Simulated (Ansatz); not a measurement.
With r²SCAN in the plane-wave PAW code Ansatz, C in the monoclinic phase (C2/c; C on 8f, C on 8f) relaxes to a = 4.650 Å, b = 9.162 Å, c = 3.602 Å, β = 115.4°.

The Kohn–Sham gap is 0.40 eV (indirect). The screened hybrid HSE06 puts the gap at 1.00 eV. Electrons at the band edge weigh 0.40, 0.45, 3.0 mₑ (principal values). The hole mass is 0.52, 1.1, 2.8 mₑ (principal values).

The start of the workflow was typed in or built on a structure type; neither database checked (COD, Materials Project) lists it. It is not the phase usual at ambient conditions (space group No. 194, 227). Symmetry was held in the r²SCAN relaxation; its stability against distortions is not shown here. The volume moved by 103 % from the start of the relaxation.

Potentials: the earlier of the program's two PAW sets.
